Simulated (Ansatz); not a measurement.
**Y (Fm-3m), an elastic constant from a strain scan**

Method: DFT PBEsol, scalar-relativistic, plane waves, PAW in Ansatz. Cutoff 420 eV, Γ-centred 16×16×16 k-points, Gaussian smearing of 0.15 eV. No spin polarisation. Energies are free energies at this smearing, counted from the undisturbed cell; pressure is positive in compression.

The undisturbed cell (as given, not relaxed at this level; it stands at 0.2 GPa; this fcc form isn't the usual structure):

```xyz
1
Lattice="0.0000 2.4850 2.4850 2.4850 0.0000 2.4850 2.4850 2.4850 0.0000" Properties=species:S:1:pos:R:3 pbc="T T T"
Y     0.0000    0.0000    0.0000
```

The cell is strained by ε times the Voigt pattern (1, -1, 0, 0, 0, 0) (xx, yy, zz, yz, xz, xy; engineering shear) with fractional coordinates fixed. The cell holds 1 atom in V0 = 30.69 Å³. The stress column is τ = (1/V0) dE/dε, got from the stress tensor σ (compression positive) at each point as −det(1 + εP) σ : P(1 + εP)⁻¹, with P the pattern as a tensor.

```
      ε  ΔE (meV/atom)  τ (GPa)
-0.0875         42.905   -4.923
-0.0750         31.852   -4.302
-0.0625         22.330   -3.648
-0.0500         14.403   -2.968
-0.0375          8.143   -2.256
-0.0250          3.625   -1.514
-0.0125          0.905   -0.757
 0.0000          0.000    0.000
 0.0125          0.905    0.757
 0.0250          3.625    1.514
 0.0375          8.143    2.256
 0.0500         14.403    2.968
 0.0625         22.330    3.648
 0.0750         31.852    4.302
 0.0875         42.905    4.923
 0.1000              ?        ?
```

Problem. Which combination of elastic constants does this scan measure, and how large is it?

Solution. For small ε, τ = τ0 + Kε with K = pᵀCp, which for this pattern is 2(C11 − C12) in the cubic axes. The parabola through τ at ε = -0.0125, 0 and 0.0125 has slope K = 61 GPa at zero. The energies per cell, E = NΔE, of the same two points give K = 2[E(ε₊)/ε₊ − E(ε₋)/ε₋]/[(ε₊ − ε₋)V0] = 60 GPa, in agreement.

Problem. Predict the withheld row at ε = 0.1000 from the harmonic law, and compare.

Solution. ΔE = V0(τ0 ε + Kε²/2)/N = 57.984 meV/atom and τ = 6.05 GPa. The calculation gives 55.391 meV/atom and 5.50 GPa, a miss of 4.5 % of the harmonic energy, so the harmonic law still holds here.

In a metal these slopes depend on the k mesh and the smearing.